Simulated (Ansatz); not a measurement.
I:
```
CELL_PARAMETERS angstrom
      0.00000     2.58407     2.58407
      2.58407     0.00000     2.58407
      2.58407     2.58407     0.00000
ATOMIC_POSITIONS crystal
  I  0.00000 0.00000 0.00000
```

Relaxed with r²SCAN+D4. Special points in fractions of this cell's reciprocal vectors: Γ (0.000, 0.000, 0.000); X (0.500, 0.000, 0.500); U (0.625, 0.250, 0.625); K (0.375, 0.375, 0.750); L (0.500, 0.500, 0.500); W (0.500, 0.250, 0.750).

Problem. List the band energies nearest the Fermi level at these points for r²SCAN+D4 with spin–orbit coupling in the plane-wave PAW code Ansatz.

Solution. In eV from the Fermi level; about four levels below and three above (degenerate sets whole), none deeper than 8.9 eV; … stands for higher levels left out; points with the same levels are listed once.

```tsv
k	below	above
Γ	–	0.13 0.13 1.54 1.54 1.54 1.54
X	-1.52 -1.52 -0.85 -0.85	5.29 5.29 …
U	-2.80 -2.80 -0.70 -0.70	6.25 6.25 …
L	-4.79 -4.79 -0.11 -0.11	0.72 0.72 7.34 7.34
W	-2.81 -2.81 -1.67 -1.67	8.06 8.06 …
```

Space group Fm-3m (fcc (Cu type)). The cell is a constructed one: a structure type filled with these elements; neither database checked (COD, Materials Project) lists it. It is not the phase usual at ambient conditions (space group No. 64). The r²SCAN+D4 relaxation kept the symmetry of its start. At this level the phase is mechanically unstable. With an odd number of electrons in the cell and no spin polarisation, the count alone makes it a metal.

Potentials: the later of the program's two PAW sets.
